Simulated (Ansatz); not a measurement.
Trial structures of P4C: starts and ends

All numbers below come from DFT PBE, scalar-relativistic, plane waves, PAW (Ansatz). Settings: cutoff 420 eV, Γ-centred meshes spaced at most about 0.3 Å⁻¹, and about 0.25 Å⁻¹ or finer for metals (2π included), Gaussian smearing. No spin polarisation in the final relaxations.

Each guess was relaxed in cell and atoms at zero pressure, within the symmetry of its start. Temperature and zero-point effects are left out. Coordination counts P atoms around C (those within 1.25 times the shortest such distance or 1.15 times the sum of covalent radii; the shortest distance is added where it is long for a bond).

```tsv
guess	made from	start group	V start (Å³/atom)	end group	V end (Å³/atom)	coordination at the end	gap on mesh (eV)	E over the lowest end (meV/atom)
1	Co4H type	P-3m1	16.6	P-3m1	12.7	C 6 from 2.2 Å	0	0
2	Hg4Pt type	Im-3m	18.7	Im-3m	13.4	C 8 from 2.2 Å	0	326
3	GeF4 type	I-43m	21.2	I-43m	14.3	C 4	0	49
4	Co4N type	Pm-3m	18.2	Pm-3m	13.2	C 6	0	468
5	MnAu4 type	I4/m	17.0	I4/mmm	16.0	C 8 from 2.3 Å	0	367
6	OsCl4 type	Cmmm	16.8	?	?	?	?	?
```

Guess 6 as it starts:

```yaml
crystal:
  lattice:
    - [3.54674, -3.72432, 0.00000]
    - [3.54674, 3.72432, 0.00000]
    - [0.00000, 0.00000, 3.18487]
  atoms:
    - { symbol: P, position: [0.81060, 0.18940, 0.50000] }
    - { symbol: P, position: [0.18940, 0.81060, 0.50000] }
    - { symbol: P, position: [0.28520, 0.28520, 0.00000] }
    - { symbol: P, position: [0.71480, 0.71480, 0.00000] }
    - { symbol: C, position: [0.00000, 0.00000, 0.00000] }
```

Question: Fill in the missing row: what does this guess relax into, and where does it rank?

Answer: It ends in space group Cmmm (No. 65), with a = 6.768 Å, b = 10.148 Å, c = 2.745 Å, 18.9 Å³/atom and no gap. It lies 90 meV/atom over the lowest end, above guess 3 and below guess 2. Counting P atoms around C, this end has C 4 and the lowest (guess 1) has C 6 from 2.2 Å. This end holds P–P pairs (shortest 2.15 Å); the lowest (guess 1) holds P–P nets (shortest 2.30 Å).

```cif
data_structure
_symmetry_space_group_name_H-M 'Cmmm'
_symmetry_Int_Tables_number 65
_cell_length_a 6.7681
_cell_length_b 10.1481
_cell_length_c 2.7445
_cell_angle_alpha 90.000
_cell_angle_beta 90.000
_cell_angle_gamma 90.000
_cell_volume 188.50
loop_
_atom_site_label
_atom_site_type_symbol
_atom_site_symmetry_multiplicity
_atom_site_Wyckoff_symbol
_atom_site_fract_x
_atom_site_fract_y
_atom_site_fract_z
_atom_site_occupancy
P1 P 4 h 0.80945 0.00000 0.50000 1
P2 P 4 i 0.50000 0.89396 0.00000 1
C1 C 2 a 0.00000 0.00000 0.00000 1
```

Formation energies are uncorrected and refer to the elements' standard structures at the same level. The references include black phosphorus.

Question: Is the lowest end bound against the elements?

Answer: No: its formation energy is +0.76 eV/atom. The separate elements lie lower, so it is unstable against them.

No dispersion correction is applied, so the spacing and binding between layers, chains or molecules are poorly described (P-3m1, Cmmm), and this can change margins and order among such cells. A magnetic state wasn't ruled out in cells without spin, among them Im-3m, Pm-3m. The reference forms of C and P are held partly by dispersion forces, which this level lacks. Cells relaxed within their symmetry can be saddle points. A lower structure may well exist outside this small set. Some candidate types were left out of the draw beforehand, so a known form may be missing.
